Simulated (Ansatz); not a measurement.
Sr2TaNO3:
```
CELL_PARAMETERS angstrom
     -2.00209     2.02709     6.33133
      2.00209    -2.02709     6.33133
      2.00209     2.02709    -6.33133
ATOMIC_POSITIONS crystal
  Sr 0.64527 0.64527 0.00000
  Sr 0.35473 0.35473 0.00000
  Ta 0.00000 0.00000 0.00000
  N  0.50000 0.00000 0.50000
  O  0.83949 0.83949 0.00000
  O  0.16051 0.16051 0.00000
  O  0.00000 0.50000 0.50000
```

Plane-wave PAW r²SCAN (Ansatz code) gives a gap of 1.07 eV without spin–orbit coupling, maximum at Γ, minimum at Γ.

Task: What happens when spin–orbit coupling is switched on?

Result: The gap falls by 0.02 eV, to 1.05 eV; maximum at Γ, minimum at Γ.

Task: Give the electron effective mass with spin–orbit coupling.

Result: 0.15, 0.25, 16 mₑ (principal values).

Task: Give the hole effective mass with spin–orbit coupling.

Result: 0.15, 0.81, 5.5 mₑ (principal values).

Space group Immm. The first step of the workflow began from a Materials Project structure, measured or hypothetical; the Crystallography Open Database copy checked does not list it. With N and O taken as one species the cell has the higher symmetry I4/mmm, so it may be an ordered model of a mixed-site phase. Its standing as an ambient phase is unchecked. The r²SCAN relaxation kept the symmetry of its start; whether a distortion lowers the energy is not shown. The run is not spin-polarised.

Potentials: the later of the program's two PAW sets.
